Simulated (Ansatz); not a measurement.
SnTe$_{2}$ in space group R-3m (No. 166; Sn on 3a, Te on 6c), LDA (plane waves, PAW; program Ansatz), all energies at zero smearing, with the estimated change up to a 700 eV cutoff added, with one set of potentials and settings (totals compare only within such a set). Cell of 3 atoms (1 Sn, 2 Te): -19534.437 eV.

```json
[
 {"element": "Sn", "reference phase": "I4_1/amd, 2 atoms in the cell", "E (eV/atom)": "-5879.5952"},
 {"element": "Te", "reference phase": "P3_121, 3 atoms in the cell", "E (eV/atom)": "-6827.2741"}
]
```

Formation energy per atom, worked out: (-19534.437 − 1×(-5879.5952) − 2×(-6827.2741))/3 = -0.098 eV/atom (-9 kJ per mol of atoms), at 0 K, without zero-point energy or fitted corrections.

The cell is a constructed one: a structure type filled with these elements; neither database checked (COD, Materials Project) lists it. Whether it is the stable phase at ambient conditions was not checked. Symmetry was held in the LDA relaxation; whether a distortion lowers the energy is not shown. A crystal of weakly bound layers computed without a dispersion correction: the cell and the soft elastic constants depend strongly on that. The references are the lowest solids computed at this level, not always the standard phases. Spin–orbit coupling is left out wherever it is not named.

Potentials: the earlier of the program's two PAW sets. The files were generated under PBE; for other functionals the program regenerates the frozen cores, and for LDA and PBEsol the local potential too.
